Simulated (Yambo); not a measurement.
Yambo run on CoP2 (space group P2_1/c, No. 14). The wavefunctions are LDA (pw.x of Quantum ESPRESSO, ONCV potentials, no spin-orbit coupling) ones on a 2×2×2 mesh (54 occupied bands); a = 5.514 Å, b = 5.520 Å, c = 5.583 Å, α = γ = 90.00°, β = 114.33°.

Yambo input:

```
rim_cut
gw0
dyson
el_el_corr
HF_and_locXC
ppa
em1d
RandQpts= 1000000
RandGvec= 1 Ry
EXXRLvcs= 96 Ry
VXCRLvcs= 384 Ry
Chimod= "HARTREE"
% BndsRnXp
 17 | 312 |
%
NGsBlkXp= 8 Ry
% LongDrXp
 1.0 | 1.0 | 1.0 |
%
PPAPntXp= 27.2114 eV
% GbndRnge
 1 | 312 |
%
GTermKind= "none"
DysSolver= "n"
ExtendOut
% QPkrange
 5 | 5 | 54 | 55 |
%
```

k points by index: 5 = (-0.5, 0, 0).

Resulting energies as the program prints them:

```
#    K-point    Band    Eo [eV]    E [eV]    E-Eo [eV]    Vxc [eV]    Vnlxc [eV]    Sc|Eo [eV]    Sc|E [eV]    dSc/dw|Eo [eV]    Re(Z)    Im(Z)
#
    5    54    0.000000    0.183603    0.183603    -18.33968    -20.69053    2.592500    2.534453    -8.606798    0.759706    -0.001485
    5    55    0.477634    1.199107    0.721473    -25.42495    -24.00231    -0.429765    -0.701163    -10.23555    0.726659    -0.002164
```
(The two width columns are left out.) Convergence of these settings isn't established.

Geometry of the Materials Project entry, not relaxed at this level.

The structure is a Materials Project entry; no match was found in the copy of COD used, and its stability was not checked.

The runs are not spin-polarised; magnetic order was not tried.
